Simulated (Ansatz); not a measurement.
A trial structure of KC3 was built thus: K between graphite sheets, stage 1 (P1, No. 1) (host C; sites filled 2 of 3). The dimensions are guesses.

```cif
data_structure
_symmetry_space_group_name_H-M 'P1'
_symmetry_Int_Tables_number 1
_cell_length_a 4.2539
_cell_length_b 4.2539
_cell_length_c 4.9001
_cell_angle_alpha 81.681
_cell_angle_beta 73.179
_cell_angle_gamma 60.000
_cell_volume 73.51
loop_
_atom_site_label
_atom_site_type_symbol
_atom_site_symmetry_multiplicity
_atom_site_Wyckoff_symbol
_atom_site_fract_x
_atom_site_fract_y
_atom_site_fract_z
_atom_site_occupancy
K1 K 1 a 0.05556 0.22222 0.50000 1
K2 K 1 a 0.38889 0.55556 0.50000 1
C1 C 1 a 0.33333 0.66667 0.00000 1
C2 C 1 a 0.66667 0.00000 0.00000 1
C3 C 1 a 0.00000 0.33333 0.00000 1
C4 C 1 a 0.33333 0.00000 0.00000 1
C5 C 1 a 0.66667 0.33333 0.00000 1
C6 C 1 a 0.00000 0.66667 0.00000 1
```

Computed with Ansatz 0.2.0, DFT PBE, scalar-relativistic, plane waves, PAW. Cutoff 420 eV, Gaussian smearing, Γ-centred meshes. Cell and atoms relax first on a coarse mesh and then on a finer one. In between, the cell is made exact in the group found at 0.06 Å. In metals the finer mesh still leaves noise of several meV/atom or more. The steps can't lower the symmetry of their start. No spin polarisation in the relaxation; trial moments died out in a coarse test.

A guess keeps its type if space group and coordination stay and the shape of the cell changes little (axis ratios within about 15 %, angles within 6°); the volume may change.

**Question.** Does it keep its structure type, or change into something else?

**Answer.** It doesn't keep its type. The symmetry goes from P1 (No. 1) to C2/m (No. 12). At a tolerance of 0.15 Å it has R-3m, and so small a departure can be an unfinished slide or mesh noise. The volume per atom grows by 108.1 %, from 9.2 to 19.1 Å³. The shortest distance goes from 1.42 Å (C–C) to 1.44 Å (C–C). Counting neighbours within 15 % of an atom's shortest distance, the start has C 3, K 7 and the end C 3, K 6. In detail, at the end K has 6 C at 3.16–3.17 Å; C on a site of symmetry 1 has 3 C at 1.44 Å, 6 C at 2.49 Å, 3 C at 2.88 Å and 2 K at 3.16–3.17 Å; C on a site of symmetry 2 has 3 C at 1.44 Å, 6 C at 2.49 Å, 3 C at 2.88 Å and 2 K at 3.17 Å.

```
K C
1.0
     3.73886   -2.15898    0.00000
     3.73886    2.15898    0.00000
    -2.42069    0.00000    9.47591
K C
2 6
Direct
  0.73498 0.73498 0.20246
  0.26502 0.26502 0.79754
  0.49999 0.16664 0.49996
  0.16664 0.83336 0.50000
  0.83336 0.50001 0.50004
  0.50001 0.83336 0.50004
  0.16664 0.49999 0.49996
  0.83336 0.16664 0.50000
```

The last run used a 10×10×4 mesh (in the run's order of axes) for its 8-atom cell and Gaussian smearing of 0.10 eV. Symmetry constrained the relaxation, so the result can be a saddle point.
